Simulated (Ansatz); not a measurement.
## Bi, first-principles data

Bi:
```cif
data_Bi
_chemical_formula_sum 'Bi1'
_space_group_name_H-M_alt 'Pm-3m'
_space_group_IT_number 221
_space_group_name_Hall '-P 4 2 3'
_cell_length_a 3.21926
_cell_length_b 3.21926
_cell_length_c 3.21926
_cell_angle_alpha 90.000
_cell_angle_beta 90.000
_cell_angle_gamma 90.000
loop_
_atom_site_label
_atom_site_type_symbol
_atom_site_symmetry_multiplicity
_atom_site_Wyckoff_symbol
_atom_site_fract_x
_atom_site_fract_y
_atom_site_fract_z
_atom_site_occupancy
Bi1 Bi 1 a 0.00000 0.00000 0.00000 1
```

Space group Pm-3m (No. 221), simple cubic; conventional cell a = b = c = 3.219 Å, α = β = γ = 90.00°.

Method: PBEsol (plane waves, PAW; program Ansatz). The cell and atoms are relaxed at this level. Other levels are named where they apply.

**Cell and energy**

```yaml
volume_per_atom: 33.36 Å³
density: 10.40 g/cm³
```

**Electronic structure**

```yaml
electronic_character: metallic (no gap)
Density of states at the Fermi level: 0.54 states/eV per atom (mean over ±0.08 eV)
Gap with spin–orbit coupling: none (metallic)
```

**Mechanics**

```yaml
Bulk modulus (Birch–Murnaghan fit): 53.4 GPa
Pressure derivative B′: 4.8
Elastic constants (relaxed ions, GPa): C11 = 130, C12 = 15.7, C44 = 5.7
mechanical_stability: stable (all eigenvalues of C positive)
hill_bulk_and_shear_moduli: 53.7 and 17.5 GPa
Young's modulus: 47.5 GPa
Poisson's ratio: 0.35
debye_temperature_from_the_elastic_constants: 135 K
```

The start of the workflow was typed in or built on a structure type; neither database checked (COD, Materials Project) lists it. It is not the phase usual at ambient conditions (space group No. 166). The PBEsol relaxation kept the symmetry of its start; its stability against distortions is not shown here. As this level gives no gap, shear constants depend on the k-mesh and smearing (Fermi–Dirac, 0.1 eV here). Spin–orbit coupling is left out wherever it is not named.

Potentials: the earlier of the program's two PAW sets. The files were generated under PBE; for other functionals the program regenerates the frozen cores, and for LDA and PBEsol the local potential too.
